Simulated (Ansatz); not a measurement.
Ansatz (an electronic-structure program) input:

Ansatz 0.2 input:
```yaml
crystal:
  lattice:
    - [2.8733889957, 0.0, 0.0]
    - [0.0, 2.8733889957, 0.0]
    - [0.0, 0.0, 2.872314321]
  atoms:
    - { symbol: Ga, position: [0.5, 0.5, 0.5] }
    - { symbol: Ni, position: [0.0, 0.0, 0.0] }
kpoints:
  mp_grid: { grid: [14, 14, 14] }
hamiltonian:
  xc: pbesol
  pseudopotentials: { azcp: { folder: ./paw }, kind: paw }
scf:
  occupations: { method: fermi_dirac, width: 0.1 }
phonons:
  method: dfpt
  response_accuracy: low
  eigenvectors: true
  rigid_motions: translations
```

Output (shortened):

```
Pseudopotential: Ga, paw, valence charge 13
Pseudopotential: Ni, paw, valence charge 18
Functional definition: PBEsol
Crystal: 2 atoms, lattice volume = 23.715 Å³
Basis set: ecut = 420 eV, 461 PW (Γ), exchange–correlation on 40×40×40 points (8 copies of the dense FFT grid, shifted against one another)
Bands: 20, of which v1, the nominal top of the filled ones, is band 16 counted from 1 (15 counted from 0)
Symmetry: 16 space group operations
k-points: 512 of 2744 (irreducible under 8 space group operations)
SCF iter   1: F=—  HF=-9549.559794 eV  |F-HF|=—  |Δ(HF+E_count)|=         —  Δρ=1.14e-1  dr2=2.87e0  ethr=3.10e-3  ⟨swp⟩=4.3  Hψ=40189  notcnv=0
preconditioner: auto → none
SCF iter   2: F=—  HF=-9549.262368 eV  |F-HF|=—  |Δ(HF+E_count)|=   2.97e-1  Δρ=7.49e-2  dr2=1.28e0  ethr=3.10e-3  ⟨swp⟩=2.1  Hψ=16775  notcnv=0  defer=32
SCF iter   3: F=—  HF=-9549.093672 eV  |F-HF|=—  |Δ(HF+E_count)|=   1.69e-1  Δρ=2.29e-2  dr2=9.97e-2  ethr=3.10e-3  ⟨swp⟩=2.1  Hψ=18431  notcnv=0  defer=32
SCF iter   4: F=—  HF=-9549.027326 eV  |F-HF|=—  |Δ(HF+E_count)|=   6.63e-2  Δρ=3.09e-3  dr2=9.42e-4  ethr=3.21e-4  ⟨swp⟩=2.1  Hψ=22151  notcnv=0  defer=28
SCF iter   5: F=—  HF=-9549.026618 eV  |F-HF|=—  |Δ(HF+E_count)|=   7.08e-4  Δρ=1.30e-3  dr2=1.08e-4  ethr=3.04e-6  ⟨swp⟩=2.0  Hψ=18000  notcnv=0  defer=28
SCF iter   6: F=—  HF=-9549.026742 eV  |F-HF|=—  |Δ(HF+E_count)|=   1.24e-4  Δρ=6.00e-4  dr2=5.13e-5  ethr=3.47e-7  ⟨swp⟩=2.0  Hψ=18213  notcnv=0  defer=28
SCF iter   7: F=—  HF=-9549.026737 eV  |F-HF|=—  |Δ(HF+E_count)|=   5.03e-6  Δρ=2.88e-5  dr2=1.03e-7  ethr=1.66e-7  ⟨swp⟩=2.0  Hψ=12386  notcnv=0  defer=28
SCF iter   8: F=—  HF=-9549.026735 eV  |F-HF|=—  |Δ(HF+E_count)|=   2.31e-6  Δρ=4.87e-6  dr2=3.06e-9  ethr=3.31e-10  ⟨swp⟩=2.0  Hψ=16413  notcnv=0  defer=28
SCF iter   9: F=-9549.026735 eV  HF=-9549.026735 eV  |F-HF|=1.82e-12  |Δ(HF+E_count)|=  4.47e-10  Δρ=2.01e-7  dr2=4.39e-12  ethr=1.00e-12  ⟨swp⟩=5.3  Hψ=55751  notcnv=0
SCF 1 converged in 9 iterations: F = -9549.026735 eV  dr2 = 4.39e-12
DFPT response loops at Γ: preconditioner auto → Kerker (q_TF=auto, 2.853 Å⁻¹) (partly filled bands, converged f_vac=0.000) …
SCF converged after 9 iterations
Free energy (F): -9549.026735 eV
Harris-Foulkes:  -9549.026735 eV  (|F-HF|=1.82e-12)
Internal energy: -9548.997716 eV  (E = F + TS)
E sigma→0 (E₀):  -9549.012225 eV
Entropy (-TS):   -0.029019 eV (-14.510 meV/atom)
Fermi energy:    16.730702 eV
--- Per-component energies (eV) ---
  E_band       = -262.089525
  E_kinetic    = 457.383872
  E_local      = -3903.863871  (includes V_loc(G=0)·N_el)
  E_nonlocal   = -205.170453
  E_hartree    = 2302.971764
  E_xc         = -176.574951
  E_vxc        = -203.590779  (∫ρ·V_xc dr)
  E_paw        = -3578.921413  (= ΣΔE_a)
  E_vpaw       = -1012.792631  (= ΣTr[D̂ρ^β])
  E_aug_tail   = 0.000619  (compensation charges beyond the density's cutoff)
  E_ewald      = -4445.883550
  E_core_change = 1.060268  (= ΣΔE_core)
  E_smearing   = -0.029019  (= −TS)
  E_closure    = 0.000000  (closes the sum)
  Σ components = -9549.026735   (vs F -9549.026735, Δ=0.00e0)
  [band-id]    e_kinetic+e_local+e_nonlocal+2·e_hartree+e_vxc+e_vpaw+e_augmentation_tail = -262.089714   (vs E_band -262.089525, Δ=-1.89e-4)
--- Band table (eV; the first three rows and the last of 512) ---
  k-point 0: bands = ["-86.2307", "-46.7912", "-46.7912", "-46.7911", "1.4476", "1.4480", "1.8004", "1.8006", "1.8006", "4.3516", "13.7407", "13.7408", "15.2752", "15.2761", "15.2761", "21.6446", "21.6446", "21.6580", "27.3153", "27.3211"]
  k-point 1: bands = ["-86.2306", "-46.7923", "-46.7911", "-46.7911", "1.4507", "1.4612", "1.7955", "1.7955", "1.8016", "4.4482", "13.7282", "13.7498", "15.2219", "15.2219", "15.2753", "20.8573", "21.8063", "21.8063", "27.3438", "27.7831"]
  k-point 2: bands = ["-86.2304", "-46.7957", "-46.7909", "-46.7909", "1.4584", "1.4988", "1.7811", "1.7811", "1.8048", "4.7384", "13.6563", "13.7753", "15.0785", "15.0785", "15.2755", "19.2905", "22.2722", "22.2722", "27.4294", "28.1156"]
  k-point 511: bands = ["-86.2260", "-46.8111", "-46.8111", "-46.8110", "1.5291", "1.5291", "1.5294", "1.9651", "1.9654", "12.3497", "12.3498", "12.3498", "15.7794", "15.7804", "17.3161", "20.1665", "20.1669", "20.1669", "20.8496", "20.8537"]
--- Phonons (Γ-DFPT): 4 representative perturbations + reference, on 512 of 2744 k-points (Σ response iterations 12) ---
  ASR residual: 7.952e-5 → 0.000e0 eV/Å²; symmetrization residual: 7.144e-5 eV/Å²
  ASR residual per site (eV/Å²): 5.45e-5 7.95e-5
  Γ frequencies (cm⁻¹): 0.00 0.00 0.00 213.00 213.07 213.07
  non-analytic LO–TO correction: not included (Born effective charges unavailable; polar crystals: no LO–TO splitting at Γ)
```

Cost: around 90 core-seconds (rough) on shared cores.

Space group Pm-3m (CsCl type). A made-up cell: these elements were put on the sites of a structure type; the Crystallography Open Database files this formula in space group No. 221, but the cells were not matched. Whether it is the stable phase at ambient conditions was not checked. Symmetry was held in the PBEsol relaxation; whether a distortion lowers the energy is not shown. The run is not spin-polarised. As this level gives no gap, phonon frequencies hold no LO–TO term and depend on the k-mesh and smearing (Fermi–Dirac, 0.1 eV here). Point labels and valley counts follow the cell and symmetry of the run, lower than the named group. Spin–orbit coupling is left out wherever it is not named.

Potentials: the earlier of the program's two PAW sets. The files were generated under PBE; for other functionals the program regenerates the frozen cores, and for LDA and PBEsol the local potential too.

Ansatz is a plane-wave DFT program.
